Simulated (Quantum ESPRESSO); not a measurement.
## W2SnAl3RuGa (one run as intended and one with a planted mistake)

Computed values, not a measurement. The program is pw.x of Quantum ESPRESSO 7.5 (plane-wave density functional theory). The cell is made up: eight metal atoms on a face-centred cubic lattice, with elements, volume, strain and displacements drawn at random and not relaxed, so it may be unstable or far from any real phase. PseudoDojo standard norm-conserving files set the functional (PBE unless stated); there is no spin polarisation or spin-orbit coupling, the Fermi-Dirac width of 0.25 eV means electrons at about 2900 K, and the masses in the input are unused placeholders. The tin pseudopotential is less sure than most, with forces differing by about three percent from a second method on plain tin. Heavy elements are run without spin-orbit coupling, which real alloys of them have. A spin test at this wide smearing found no moment, but such smearing suppresses magnetism that the real alloy may have.

Intended input:

```
&control calculation='scf', pseudo_dir='./dojo.nc.sr.pbe.v0_5.standard.upf', outdir='./o', disk_io='minimal', tprnfor=.true., tstress=.true. /
&system ibrav=0, nat=8, ntyp=5, nbnd=53, ecutwfc=84.00895049, nosym=.true., tot_charge=0,
 occupations='smearing', smearing='fd', degauss=0.0183746611
/
&electrons conv_thr=1.470e-08, electron_maxstep=70, mixing_beta=0.5 /
ATOMIC_SPECIES
Al 1.0 Al.upf
Ga 1.0 Ga.upf
Ru 1.0 Ru.upf
Sn 1.0 Sn.upf
W 1.0 W.upf
CELL_PARAMETERS angstrom
-0.0269 -0.0465 -4.1138
-4.0856 0.0187 -0.0269
2.0188 8.2704 2.1634
ATOMIC_POSITIONS angstrom
W -0.0723 0.0562 0.0106
Sn -2.1129 1.9958 0.0122
Al -0.0303 4.0809 0.0085
Al -2.0879 6.2778 0.0481
W -2.0585 -0.0153 -2.015
Al -0.0421 2.0551 -2.1014
Ru -2.1477 4.1697 -1.9978
Ga 0.0222 6.2204 -1.9789
K_POINTS automatic
6 6 3 1 1 1
```

The log is shortened where brackets say so; the opening notice, blank lines, dates and the lines on written files are dropped, and the path of the files is cut. It prints rydbergs, bohrs and kilobars, and counts compression as positive stress. Its total energy is the free energy E - TS of the whole cell.

Log of the intended run:

```
     Program PWSCF v.7.5
     Parallel version (MPI & OpenMP), running on       4 processor cores
     Number of MPI processes:                 4
     Threads/MPI process:                     1
     [start-up lines left out]
     bravais-lattice index     =            0
     lattice parameter (alat)  =       7.7746  a.u.
     unit-cell volume          =     936.2854 (a.u.)^3
     number of atoms/cell      =            8
     number of atomic types    =            5
     number of electrons       =        80.00
     number of Kohn-Sham states=           53
     kinetic-energy cutoff     =      84.0090  Ry
     charge density cutoff     =     336.0358  Ry
     scf convergence threshold =      1.5E-08
     mixing beta               =       0.5000
     number of iterations used =            8  plain     mixing
     Exchange-correlation= PBE
                           (   1   4   3   4   0   0   0)
     [axes and pseudopotential details left out]
   Cartesian axes
     site n.     atom                  positions (alat units)
         1        W      tau(   1) = (  -0.0175735   0.0136602   0.0025765  )
         2        Sn     tau(   2) = (  -0.5135689   0.4851062   0.0029654  )
         3        Al     tau(   3) = (  -0.0073648   0.9919180   0.0020660  )
         4        Al     tau(   4) = (  -0.5074923   1.5259042   0.0116914  )
         5        W      tau(   5) = (  -0.5003463  -0.0037189  -0.4897730  )
         6        Al     tau(   6) = (  -0.0102330   0.4995199  -0.5107737  )
         7        Ru     tau(   7) = (  -0.5220275   1.0135020  -0.4855923  )
         8        Ga     tau(   8) = (   0.0053960   1.5119524  -0.4809984  )
     number of k points=    54  Fermi-Dirac smearing, width (Ry)=  0.0184
                       cart. coord. in units 2pi/alat
        k(    1) = (  -0.0827884   0.1251467  -0.0842137), wk =   0.0370370
        k(    2) = (  -0.0843339  -0.2070977  -0.0804481), wk =   0.0370370
     [further k points left out]
     Dense  grid:    97413 G-vectors     FFT dimensions: (  45,  45, 100)
     Estimated max dynamical RAM per process >     303.62 MB
     Estimated total dynamical RAM >       1.12 GB
     Initial potential from superposition of free atoms
     starting charge      79.9866, renormalised to      80.0000
     Starting wfcs are   60 randomized atomic wfcs
     total cpu time spent up to now is       16.1 secs
     per-process dynamical memory:   230.3 Mb
     Self-consistent Calculation
     iteration #  1     ecut=    84.01 Ry     beta= 0.50
     Davidson diagonalization with overlap
     ethr =  1.00E-02,  avg # of iterations =  4.1
     total cpu time spent up to now is       56.5 secs
     total energy              =    -829.30819896 Ry
     estimated scf accuracy    <       1.02928567 Ry
     iteration #  2     ecut=    84.01 Ry     beta= 0.50
     Davidson diagonalization with overlap
     ethr =  1.29E-03,  avg # of iterations =  5.2
     total cpu time spent up to now is       99.0 secs
     total energy              =    -828.14695555 Ry
     estimated scf accuracy    <      32.86261661 Ry
     [iterations 3 to 12 left out]
     iteration # 13     ecut=    84.01 Ry     beta= 0.50
     Davidson diagonalization with overlap
     ethr =  1.14E-10,  avg # of iterations =  3.9
     total cpu time spent up to now is      420.5 secs
     total energy              =    -829.94691443 Ry
     estimated scf accuracy    <       0.00000005 Ry
     iteration # 14     ecut=    84.01 Ry     beta= 0.50
     Davidson diagonalization with overlap
     ethr =  6.03E-11,  avg # of iterations =  1.7
     total cpu time spent up to now is      445.4 secs
     End of self-consistent calculation
     [lines on levels left out]
!    total energy              =    -829.94691443 Ry
     estimated scf accuracy    <          3.3E-09 Ry
     smearing contrib. (-TS)   =      -0.08519323 Ry
     internal energy E=F+TS    =    -829.86172120 Ry
     The total energy is F=E-TS. E is the sum of the following terms:
     one-electron contribution =    -306.06887082 Ry
     hartree contribution      =     199.75170647 Ry
     xc contribution           =    -192.82471145 Ry
     ewald contribution        =    -530.71984540 Ry
     convergence has been achieved in  14 iterations
     Forces acting on atoms (cartesian axes, Ry/au):
     atom    1 type  5   force =    -0.00034979   -0.03563419   -0.01066922
     atom    2 type  4   force =     0.00864196    0.05192540   -0.00975511
     atom    3 type  1   force =    -0.00199934    0.03649429   -0.00317327
     atom    4 type  1   force =     0.00733138   -0.01028111    0.00407520
     atom    5 type  5   force =     0.00789272   -0.03473626    0.00104119
     atom    6 type  1   force =    -0.00295190    0.00031050    0.01578638
     atom    7 type  3   force =    -0.00351036   -0.00156794    0.00093557
     atom    8 type  2   force =    -0.01505468   -0.00651068    0.00175926
     Total force =     0.087107     Total SCF correction =     0.000292
     Computing stress (Cartesian axis) and pressure
          total   stress  (Ry/bohr**3)                   (kbar)     P=      -83.40
  -0.00063542   0.00001821  -0.00003204          -93.47        2.68       -4.71
   0.00001821  -0.00038923  -0.00003444            2.68      -57.26       -5.07
  -0.00003204  -0.00003444  -0.00067625           -4.71       -5.07      -99.48
     init_run     :     10.45s CPU     11.14s WALL (       1 calls)
     electrons    :    422.29s CPU    429.38s WALL (       1 calls)
     forces       :      3.82s CPU      3.96s WALL (       1 calls)
     stress       :     14.70s CPU     15.31s WALL (       1 calls)
     [timing details left out]
     PWSCF        :   7m36.24s CPU   7m44.95s WALL
     JOB DONE.
```

A second run has one planted mistake: one atom is of a wrong element. The input lines that differ:

```
- Ga 1.0 Ga.upf
+ Ta 1.0 Ta.upf
- Ga 0.0222 6.2204 -1.9789
+ Ta 0.0222 6.2204 -1.9789
```

Its log:

```
     Program PWSCF v.7.5
     Parallel version (MPI & OpenMP), running on       4 processor cores
     Number of MPI processes:                 4
     Threads/MPI process:                     1
     [start-up lines left out]
     bravais-lattice index     =            0
     lattice parameter (alat)  =       7.7746  a.u.
     unit-cell volume          =     936.2854 (a.u.)^3
     number of atoms/cell      =            8
     number of atomic types    =            5
     number of electrons       =        80.00
     number of Kohn-Sham states=           53
     kinetic-energy cutoff     =      84.0090  Ry
     charge density cutoff     =     336.0358  Ry
     scf convergence threshold =      1.5E-08
     mixing beta               =       0.5000
     number of iterations used =            8  plain     mixing
     Exchange-correlation= PBE
                           (   1   4   3   4   0   0   0)
     [axes and pseudopotential details left out]
   Cartesian axes
     site n.     atom                  positions (alat units)
         1        W      tau(   1) = (  -0.0175735   0.0136602   0.0025765  )
         2        Sn     tau(   2) = (  -0.5135689   0.4851062   0.0029654  )
         3        Al     tau(   3) = (  -0.0073648   0.9919180   0.0020660  )
         4        Al     tau(   4) = (  -0.5074923   1.5259042   0.0116914  )
         5        W      tau(   5) = (  -0.5003463  -0.0037189  -0.4897730  )
         6        Al     tau(   6) = (  -0.0102330   0.4995199  -0.5107737  )
         7        Ru     tau(   7) = (  -0.5220275   1.0135020  -0.4855923  )
         8        Ta     tau(   8) = (   0.0053960   1.5119524  -0.4809984  )
     number of k points=    54  Fermi-Dirac smearing, width (Ry)=  0.0184
                       cart. coord. in units 2pi/alat
        k(    1) = (  -0.0827884   0.1251467  -0.0842137), wk =   0.0370370
        k(    2) = (  -0.0843339  -0.2070977  -0.0804481), wk =   0.0370370
     [further k points left out]
     Dense  grid:    97413 G-vectors     FFT dimensions: (  45,  45, 100)
     Estimated max dynamical RAM per process >     306.24 MB
     Estimated total dynamical RAM >       1.13 GB
     Initial potential from superposition of free atoms
     starting charge      79.9884, renormalised to      80.0000
     Starting wfcs are   61 randomized atomic wfcs
     total cpu time spent up to now is       12.4 secs
     per-process dynamical memory:   239.6 Mb
     Self-consistent Calculation
     iteration #  1     ecut=    84.01 Ry     beta= 0.50
     Davidson diagonalization with overlap
     ethr =  1.00E-02,  avg # of iterations =  3.0
     total cpu time spent up to now is       44.8 secs
     total energy              =    -806.41118095 Ry
     estimated scf accuracy    <       1.37349454 Ry
     iteration #  2     ecut=    84.01 Ry     beta= 0.50
     Davidson diagonalization with overlap
     ethr =  1.72E-03,  avg # of iterations =  5.2
     total cpu time spent up to now is       90.3 secs
     total energy              =    -805.09150427 Ry
     estimated scf accuracy    <      37.55466938 Ry
     [iterations 3 to 14 left out]
     iteration # 15     ecut=    84.01 Ry     beta= 0.50
     Davidson diagonalization with overlap
     ethr =  2.17E-11,  avg # of iterations =  2.0
     total cpu time spent up to now is      441.2 secs
     total energy              =    -807.26346919 Ry
     estimated scf accuracy    <       0.00000002 Ry
     iteration # 16     ecut=    84.01 Ry     beta= 0.50
     Davidson diagonalization with overlap
     ethr =  2.17E-11,  avg # of iterations =  1.0
     total cpu time spent up to now is      468.2 secs
     End of self-consistent calculation
     [lines on levels left out]
!    total energy              =    -807.26346919 Ry
     estimated scf accuracy    <          1.5E-09 Ry
     smearing contrib. (-TS)   =      -0.08550879 Ry
     internal energy E=F+TS    =    -807.17796040 Ry
     The total energy is F=E-TS. E is the sum of the following terms:
     one-electron contribution =    -269.94907282 Ry
     hartree contribution      =     174.05739514 Ry
     xc contribution           =    -180.56643732 Ry
     ewald contribution        =    -530.71984540 Ry
     convergence has been achieved in  16 iterations
     Forces acting on atoms (cartesian axes, Ry/au):
     atom    1 type  5   force =     0.00200150   -0.03959573   -0.01062027
     atom    2 type  3   force =     0.00951336    0.05804126   -0.00958099
     atom    3 type  1   force =    -0.00205900    0.04523492    0.00185864
     atom    4 type  1   force =     0.01449546   -0.01644366    0.00518926
     atom    5 type  5   force =     0.00806333   -0.03894727    0.00038407
     atom    6 type  1   force =    -0.00179120   -0.00072777    0.01582468
     atom    7 type  2   force =    -0.00238639   -0.00262923   -0.00002024
     atom    8 type  4   force =    -0.02783705   -0.00493252   -0.00303515
     Total force =     0.102246     Total SCF correction =     0.000161
     Computing stress (Cartesian axis) and pressure
          total   stress  (Ry/bohr**3)                   (kbar)     P=      -65.81
  -0.00049748   0.00001073  -0.00005664          -73.18        1.58       -8.33
   0.00001073  -0.00033263  -0.00005123            1.58      -48.93       -7.54
  -0.00005664  -0.00005123  -0.00051204           -8.33       -7.54      -75.32
     init_run     :      8.79s CPU      9.32s WALL (       1 calls)
     electrons    :    450.64s CPU    455.83s WALL (       1 calls)
     forces       :      6.69s CPU      6.77s WALL (       1 calls)
     stress       :     21.13s CPU     21.70s WALL (       1 calls)
     [timing details left out]
     PWSCF        :   8m10.45s CPU   8m17.10s WALL
     JOB DONE.
```

```
                                            intended run  run with the mistake
                          free energy (eV)    -11292.003            -10983.379
         entropy term -TS, part of it (eV)        -1.159                -1.163
                            pressure (GPa)         -8.34                 -6.58
size of the largest force component (eV/Å)         1.335                 1.492
largest change of a force component (eV/Å)                               0.329
                                iterations            14                    16
```

For scale, a rerun of the intended cell at a higher cutoff and on a denser mesh moved values by no more than 0.006 eV in energy, 0.02 GPa in stress and 0.007 eV/Å in force, and a second program with other atomic files agreed on that cell to 2 % rms in force and 0.5 GPa in pressure. Files of another functional or element have another zero of energy, so the energy change says nothing on stability.